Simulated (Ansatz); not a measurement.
Here is the system:

SnO2 (rutile)

```yaml
crystal:
  lattice:
    - [4.75851, 0.00000, 0.00000]
    - [0.00000, 4.75851, 0.00000]
    - [0.00000, 0.00000, 3.20013]
  atoms:
    - { symbol: Sn, position: [0.00000, 0.00000, 0.00000] }
    - { symbol: Sn, position: [0.50000, 0.50000, 0.50000] }
    - { symbol: O, position: [0.30590, 0.30590, 0.00000] }
    - { symbol: O, position: [0.80590, 0.19410, 0.50000] }
    - { symbol: O, position: [0.19410, 0.80590, 0.50000] }
    - { symbol: O, position: [0.69410, 0.69410, 0.00000] }
```

This relaxed cell (volume V₀) is scaled evenly in all directions, its shape held. The atoms relax within the cell's symmetry.

Calculation: r2SCAN (plane waves to 500 eV, PAW, scalar-relativistic; Ansatz, a quantum-chemistry and plane-wave program). k mesh 7×7×10 (Γ-centred), Fermi-Dirac smearing 0.05 eV. The energy includes the smearing's −TS. Compression counts positive. With the shape held, the modulus is that of even scaling; a crystal free to change shape is softer. SnO2 was relaxed with its symmetry unable to fall. The PAW data are Ansatz's earlier set. ΔE is measured from the relaxed starting cell.

The scan covers V/V₀ from 0.900 to 1.100 in 9 points.

### Question
What pressure does the cell carry at V/V₀ = 0.900?

### Answer
28.6 GPa.

### Question
What is ΔE at V/V₀ = 1.100?

### Answer
65.9 meV/atom.

### Question
What is ΔE at V/V₀ = 0.900?

### Answer
97.4 meV/atom.

(Under strain, the slope of the energy per volume gives the stress and its curvature an elastic modulus.)
